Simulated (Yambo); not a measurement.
# Convergence of the G0W0 gap of CsNaTiO₃

G0W0@LDA for CsNaTiO3 (space group Cmcm, No. 63) in Yambo. Reference settings: 2×2×2 Γ-centred k mesh, bands 5 to 297 and a 7 Ry block in the screening, 297 bands in G with the Bruneval-Gonze terminator, plasmon pole fitted at 27.2 eV. The LDA gap (-0.5, -0.5, 0) → Γ on this mesh is 3.30 eV; G0W0 gaps are taken between the same points.

```csv
change from the reference,"G0W0 gap (-0.5, -0.5, 0) → Γ (eV)",shift of the valence edge (eV),rough Yambo cost
reference settings,5.68,-0.70,1
"122 bands in W, 122 bands in G",5.72,-0.50,about 1/3
"197 bands in W, 197 bands in G",5.69,-0.62,within a factor of two
122 bands in G,5.65,-0.65,–
197 bands in G,5.68,-0.68,–
147 bands in W,5.72,-0.58,within a factor of two
1 Ry block,7.56,-1.30,within a factor of two
6 Ry block,5.68,-0.67,within a factor of two
pole fitted at 40 eV,5.71,-0.74,–
"122 bands in G, no terminator",5.76,-0.02,–
"197 bands in G, no terminator",5.80,-0.33,–
no terminator,5.79,-0.49,–
```

The reference isn't shown to be the converged limit. Costs are rough (shared machines), scaled to the same edge states, and given only for runs that recompute the screening.

Geometry of the Materials Project entry, not relaxed at this level; primitive cell a = 6.456 Å, b = 6.456 Å, c = 5.671 Å, α = 90.00°, β = 90.00°, γ = 123.87°.

The structure is a Materials Project entry; no match was found in the copy of COD used, and its stability was not checked.

A shift is the quasiparticle energy of the state minus its LDA energy.
